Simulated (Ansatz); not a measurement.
Trial structures of Cu₂W: starts and ends

The calculation used Ansatz 0.2.0, DFT PBE, scalar-relativistic, plane waves, PAW. All cells share a 420 eV cutoff and Γ-centred k meshes spaced at most about 0.3 Å⁻¹ (about 0.25 or finer for metals, 2π included). No spin polarisation in the final relaxations.

Each guess was relaxed in cell and atoms at zero pressure, within the symmetry of its start. These are static total energies at zero pressure. Coordination counts all near atoms (those within 1.25 times the shortest distance at each site; a plus sign parts nearer from farther groups).

```csv
guess,made from,start group,V start (Å³/atom),end group,V end (Å³/atom),coordination at the end,gap on mesh (eV),E over the lowest end (meV/atom)
1,Hf2Ni type,I4/mcm,15.6,I4/mcm,15.2,"Cu 5+6, W 10",0,437
2,LuH2 type,Fm-3m,11.7,Fm-3m (fluorite),16.2,"Cu 4+6, W 8",0,788
3,Ga2Cu type,P4/mmm,13.4,?,?,?,?,?
4,B2W type,P6/mmm,11.6,P6/mmm,13.3,"Cu 11, W 14",0,0
```

Guess 3 as it starts:

```xyz
3
Lattice="2.6910 0.0000 0.0000 0.0000 2.6910 0.0000 0.0000 0.0000 5.5521" Properties=species:S:1:pos:R:3 pbc="T T T"
Cu    1.3455    1.3455    1.6379
Cu    1.3455    1.3455    3.9143
W     0.0000    0.0000    0.0000
```

Q: Fill in the missing row: what does this guess relax into, and where does it rank?

A: It ends in space group P4/mmm (No. 123), with a = 2.589 Å, c = 6.501 Å, 14.5 Å³/atom and no gap. It lies 87 meV/atom over the lowest end, above guess 4 and below guess 1. Counting all near atoms, this end has Cu 9, W 12 and the lowest (guess 4) has Cu 11, W 14.

```cif
data_structure
_symmetry_space_group_name_H-M 'P4/mmm'
_symmetry_Int_Tables_number 123
_cell_length_a 2.5890
_cell_length_b 2.5890
_cell_length_c 6.5010
_cell_angle_alpha 90.000
_cell_angle_beta 90.000
_cell_angle_gamma 90.000
_cell_volume 43.57
loop_
_atom_site_label
_atom_site_type_symbol
_atom_site_symmetry_multiplicity
_atom_site_Wyckoff_symbol
_atom_site_fract_x
_atom_site_fract_y
_atom_site_fract_z
_atom_site_occupancy
Cu1 Cu 2 h 0.50000 0.50000 0.31481 1
W1 W 1 a 0.00000 0.00000 0.00000 1
```

Energies over the elements count from the elements' standard structures at the same level, with no fitted energy shifts.

Q: Is the lowest end bound against the elements?

A: No: its formation energy is +0.37 eV/atom. A positive value: parting into the elements would lower its energy.

These runs have no spin–orbit coupling, which can matter for W. Cells relaxed within their symmetry can be saddle points. A lower structure may well exist outside this small set. Some structure types and database cells were kept out of the candidates from the start, so a known form may be missing.
